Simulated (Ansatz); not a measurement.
Two Ansatz runs on BiB

The cell was built from the rocksalt type and relaxed in the same program, and has space group Fm-3m; it needn't be a known or the stable phase.

First run: DFT, PBE, all-electron LAPW, scalar-relativistic (Ansatz 0.2.0).

Command: `ansatz run input.yaml --threads 1 --pin off --max-ram 2048MiB --backend cpu --events-out ev --progress --plain --runs-dir out` The run took 15 s on 1 thread of Arm Neoverse V1, with other jobs on the host, peak memory 0.34 GiB.

```yaml
crystal:
  lattice:
    - [0.0, 2.6380753196, 2.6380753196]
    - [2.6380753196, 0.0, 2.6380753196]
    - [2.6380753196, 2.6380753196, 0.0]
  atoms:
    - { symbol: B, position: [0.0, 0.0, 0.0] }
    - { symbol: Bi, position: [0.5, 0.5, 0.5] }
kpoints:
  mp_grid: { grid: [12, 12, 12] }
scf:
  occupations: { method: fermi_dirac, width: 0.05 }
hamiltonian:
  xc: pbe
  pseudopotentials:
    kind: all_electron
    lapw: { basis_error: 0.001 }
    nuclear_model: point
output:
  forces: true
  stress: true
  eigenvalues: true
```

Result: converged; pressure 0.09 GPa; no gap on the k mesh; 8 SCF iterations.

No spin–orbit coupling, which matters for the heavy atoms here.

The input is then changed:

```diff
@@ -8,5 +8,5 @@
     - { symbol: Bi, position: [0.5, 0.5, 0.5] }
 kpoints:
-  mp_grid: { grid: [12, 12, 12] }
+  mp_grid: { grid: [10, 10, 10] }
 scf:
   occupations: { method: fermi_dirac, width: 0.05 }
```

Predict the outcome of the changed run.

It converged; energy at zero smearing +5.2 meV/atom from the first run; pressure 0.17 GPa; no gap on the k mesh; 8 SCF iterations. Some of these settings are too coarse for converged properties.
